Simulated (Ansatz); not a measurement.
Relaxed polymorphs of Ni. These are PBEsol (plane waves to 420 eV, PAW, scalar-relativistic; Ansatz, an electronic-structure program) values and carry that method's errors. One row is withheld; estimate it from its structure type, its coordination and the trend of the others.

```json
[
 {"structure": "Fm-3m, cF4, fcc (Cu type), ferromagnetic", "coordination": "Ni 12 (cuboctahedral)", "E − E(first row) (eV/atom)": "0.00", "V (Å³/atom)": "10.38"},
 {"structure": "I4/mmm, tI2, AFLOW prototype A_tI2_139_a (A_a), ferromagnetic", "coordination": "–", "E − E(first row) (eV/atom)": "0.09", "V (Å³/atom)": "10.49"},
 {"structure": "P6/mmm, hP3, ferromagnetic", "coordination": "–", "E − E(first row) (eV/atom)": "0.14", "V (Å³/atom)": "10.59"},
 {"structure": "Pm-3n, cP8, ferromagnetic", "coordination": "–", "E − E(first row) (eV/atom)": "0.15", "V (Å³/atom)": "10.63"},
 {"structure": "P6/mmm, hP1, AFLOW prototype A_hP1_191_a (A_f, as in Sn), ferromagnetic", "coordination": "–", "E − E(first row) (eV/atom)": "0.45", "V (Å³/atom)": "11.24"},
 {"structure": "Im-3m, cI2, bcc (W type), ferromagnetic", "coordination": "Ni 8 (cubic)+6", "E − E(first row) (eV/atom)": "(withheld)", "V (Å³/atom)": "(withheld)"},
 {"structure": "P6₃/mmc, hP4, AFLOW prototype A_hP4_194_ac (A3', as in La), ferromagnetic", "coordination": "–", "E − E(first row) (eV/atom)": "0.01", "V (Å³/atom)": "10.40"},
 {"structure": "P6₃/mmc, hP2, hcp (Mg type), ferromagnetic", "coordination": "Ni 12 (anticuboctahedral)", "E − E(first row) (eV/atom)": "0.03", "V (Å³/atom)": "10.41"}
]
```

Task: Complete the blanks.

Result: 
- Im-3m, cI2, bcc (W type), ferromagnetic, E − E(first row) (eV/atom): 0.11
- Im-3m, cI2, bcc (W type), ferromagnetic, V (Å³/atom): 10.46

The withheld cell: Im-3m (No. 229), cI2, bcc (W type); a = b = c = 2.756 Å, α = β = γ = 90.00°; Ni 2a (0.000, 0.000, 0.000); ferromagnetic. Coordination numbers (neighbours up to the widest gap in distance over summed covalent radii, below 1.35; n+m marks a second, longer set).

Probably no minimum, since a slightly shaken restart fell lower: P6/mmm, hP1, AFLOW prototype A_hP1_191_a (A_f, as in Sn), ferromagnetic (by 0.45 eV/atom, to Fm-3m); Im-3m, cI2, bcc (W type), ferromagnetic (by 0.11 eV/atom, to Fm-3m). 4 runs with a doubtful electronic state, a coarser numerical grid, an end not at rest or a source that can't be used are left out. Each run could gain symmetry but not lose that of its start, so entries can be saddle points. From databases, or of a type measured for this composition: Fm-3m, cF4, fcc (Cu type), ferromagnetic; P6₃/mmc, hP2, hcp (Mg type), ferromagnetic; the others are generated cells (placed on structure types, drawn at random, substituted or restacked) that were not matched to a known phase here. Each structure is listed in the lowest spin state found for it. Energies are at zero temperature and pressure, without zero-point motion. Spin states reached: ferromagnetic; spin orders were not searched systematically.
